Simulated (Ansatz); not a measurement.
## Trial structures of Al₂GaP₂: starts and ends

Theory: DFT PBE, scalar-relativistic, plane waves, PAW (Ansatz). Settings: cutoff 420 eV, Γ-centred meshes spaced at most about 0.3 Å⁻¹, and about 0.25 Å⁻¹ or finer for metals (2π included), Gaussian smearing. No spin polarisation in the final relaxations.

Each guess was relaxed in cell and atoms at zero pressure, within the symmetry of its start. These are static total energies at zero pressure. Coordination counts P atoms around Al and Ga (those within 1.25 times the shortest such distance or 1.15 times the sum of covalent radii; a plus sign parts nearer from farther groups; the shortest distance is added where it is long for a bond; a slash parts the counts of unlike sites).

```csv
guess,made from,start group,V start (Å³/atom),end group,V end (Å³/atom),coordination at the end,gap on mesh (eV),E over the lowest end (meV/atom)
1,FeH2O2 type,P-3m1,16.3,P-3m1,20.8,"Al 3+1, Ga 6 from 3.2 Å",0,0
2,random cell,P4/mmm,20.6,P4/mmm,21.7,"Al 2, Ga 4",0,671
3,TmSi2Os2 type,I4/mmm,17.5,I4/mmm,19.3,"Al 4, Ga 8 from 3.2 Å",0,186
4,random cell,P4mm,20.3,P4mm,20.0,"Al 1/5, Ga 1",0,266
5,TlCu2S2 type,I4/mmm,16.4,?,?,?,?,?
```

Guess 5 as it starts:

```cif
data_structure
_symmetry_space_group_name_H-M 'I4/mmm'
_symmetry_Int_Tables_number 139
_cell_length_a 3.5689
_cell_length_b 3.5689
_cell_length_c 12.8671
_cell_angle_alpha 90.000
_cell_angle_beta 90.000
_cell_angle_gamma 90.000
_cell_volume 163.89
loop_
_atom_site_label
_atom_site_type_symbol
_atom_site_symmetry_multiplicity
_atom_site_Wyckoff_symbol
_atom_site_fract_x
_atom_site_fract_y
_atom_site_fract_z
_atom_site_occupancy
Al1 Al 4 d 0.00000 0.50000 0.25000 1
Ga1 Ga 2 a 0.00000 0.00000 0.00000 1
P1 P 4 e 0.50000 0.50000 0.14799 1
```

**Question.** Fill in the missing row: what does this guess relax into, and where does it rank?

**Answer.** It ends in the ThCr2Si2 type, space group I4/mmm (No. 139), with a = 3.945 Å, c = 12.866 Å, 20.0 Å³/atom and no gap. It lies 76 meV/atom over the lowest end, above guess 1 and below guess 3. Counting P atoms around Al and Ga, this end has Al 4, Ga 8 from 3.3 Å and the lowest (guess 1) has Al 3+1, Ga 6 from 3.2 Å.

```
CELL_PARAMETERS angstrom
-1.97257 1.97257 6.43317
1.97257 -1.97257 6.43317
1.97257 1.97257 -6.43317
ATOMIC_POSITIONS crystal
Al 0.75000 0.25000 0.50000
Al 0.25000 0.75000 0.50000
Ga 0.00000 0.00000 0.00000
P 0.63747 0.63747 0.00000
P 0.36253 0.36253 0.00000
```

The zero of energy is the elements' standard structures at the same level; no fitted shifts are applied. The references include black phosphorus.

**Question.** Is the lowest end bound against the elements?

**Answer.** Yes: its formation energy is −0.17 eV/atom. A negative formation energy is needed for stability but isn't enough: competing phases decide.

No dispersion correction is applied, so the spacing and binding between layers, chains or molecules are poorly described (P-3m1, I4/mmm at 20.0 Å³/atom), and this can change margins and order among such cells. In P-3m1, I4/mmm at 20.0 Å³/atom, I4/mmm at 19.3 Å³/atom, P4mm, P4/mmm an odd number of electrons in the primitive cell allows no gap without spin; a larger cell or a magnetic state could open one. A magnetic state wasn't ruled out in cells without spin, among them P-3m1, I4/mmm at 20.0 Å³/atom, I4/mmm at 19.3 Å³/atom, P4mm, P4/mmm. The reference form of P is held partly by dispersion forces, which this level lacks. Cells relaxed within their symmetry can be saddle points. A lower structure may well exist outside this small set. Some structure types and database cells were kept out of the candidates from the start, so a known form may be missing.
